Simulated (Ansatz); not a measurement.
Profile along the Ga–N line in GaN (wurtzite)

GaN (wurtzite)

```cif
data_Ga2N2
_chemical_formula_sum 'Ga2 N2'
_space_group_name_H-M_alt 'P63mc'
_space_group_IT_number 186
_space_group_name_Hall 'P 6c -2c'
_cell_length_a 3.21861
_cell_length_b 3.21861
_cell_length_c 5.24355
_cell_angle_alpha 90.000
_cell_angle_beta 90.000
_cell_angle_gamma 120.000
loop_
_atom_site_label
_atom_site_type_symbol
_atom_site_symmetry_multiplicity
_atom_site_Wyckoff_symbol
_atom_site_fract_x
_atom_site_fract_y
_atom_site_fract_z
_atom_site_occupancy
Ga1 Ga 2 b 0.66667 0.33333 0.00096 1
N1 N 2 b 0.33333 0.66667 0.12424 1
```

Fields along a shortest Ga–N line of a (1 -1 0 0) plane (1.98 Å), from Ga to N, interpolated on the slice's grid (step about 0.3 Å). The numbers are results of PBE (plane waves to 420 eV, PAW, scalar-relativistic; Ansatz, a first-principles code), not measurements. k mesh 12×12×6. These are valence fields of a PAW run, semicore shells included where kept as valence: close to a nucleus they are smooth pseudo fields. GaN was relaxed with its symmetry unable to fall. The PAW data are Ansatz's earlier set.

```tsv
distance from Ga (Å)	valence electron density (e/Å³)	electron localisation function
0.00	43.62	x
0.10	43.62	x
0.20	33.52	x
0.30	20.03	x
0.40	10.16	x
0.49	4.59	0.08
0.59	2.10	0.13
0.69	1.14	0.18
0.79	0.79	0.24
0.89	0.68	0.32
0.99	0.69	0.47
1.09	0.80	0.65
1.19	1.01	0.80
1.29	1.35	0.82
1.39	1.83	0.82
1.48	2.41	0.76
1.58	2.98	x
1.68	3.40	x
1.78	3.48	x
1.88	3.40	x
1.98	3.30	x
```

x: too close to a nucleus for the ELF to mean much.

Density on the Ga–N line (1.98 Å) at its density minimum, 0.9 Å from Ga: 0.68 e/Å³. ELF at that point: 0.39. ELF maximum in the middle third of the Ga–N line: 0.82, 1.3 Å from Ga.
